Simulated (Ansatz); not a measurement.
Total density of states per atom from DFT-r²SCAN in the program Ansatz with PAW potentials, in 0.25 eV bins, energy from the valence-band maximum:

(E (eV), states/eV/atom): (-7.85, 0.26); (-7.60, 0.22); (-7.35, 0.18); (-7.10, 0.16); (-6.85, 0.14); (-6.60, 0.12); (-6.35, 0.12); (-6.10, 0.26); (-5.85, 0.43); (-5.60, 0.40); (-5.35, 0.37); (-5.10, 0.39); (-4.85, 0.40); (-4.60, 0.44); (-4.35, 0.54); (-4.10, 0.56); (-3.85, 0.54); (-3.60, 0.53); (-3.35, 0.51); (-3.10, 0.50); (-2.85, 0.48); (-2.60, 0.46); (-2.35, 0.45); (-2.10, 0.44); (-1.85, 0.33); (-1.60, 0.24); (-1.35, 0.19); (-1.10, 0.15); (-0.85, 0.12); (-0.60, 0.09); (-0.35, 0.05); (-0.10, 0.01); (0.15, 0.00); (0.40, 0.00); (0.65, 0.00); (0.90, 0.00); (1.15, 0.00); (1.40, 0.01); (1.65, 0.07); (1.90, 0.13); (2.15, 0.19); (2.40, 0.23); (2.65, 0.27); (2.90, 0.31); (3.15, 0.42); (3.40, 0.63); (3.65, 0.81); (3.90, 0.60); (4.15, 0.57); (4.40, 0.34); (4.65, 0.32); (4.90, 0.56); (5.15, 0.72); (5.40, 0.75); (5.65, 0.63); (5.90, 0.46); (6.15, 0.45)

Which of these materials gives this?
A) BAs, zinc blende
B) ZnSe, zinc blende
C) GaSb, zinc blende
D) TiB2, P6/mmm (Ti on 1a, B on 2d)

A, BAs, zinc blende. Top 1 eV of the valence band: B 2p 51 %, As 4p 46 %. Bottom 1 eV of the conduction band: B 2p 32 %, As 4p 24 %, B 2s 21 %, As 4s 12 %, outside the projected shells 12 %. Projections are on Löwdin-orthogonalised atomic valence shells; empty p or d shells of many metals are not among them.

Space group F-43m (zinc blende). The cell was relaxed with r²SCAN under the symmetry of its start; phonons on a q-mesh show no instability. Scalar-relativistic: spin–orbit coupling is off unless named, which matters more the heavier the elements.

Potentials: the later of the program's two PAW sets.
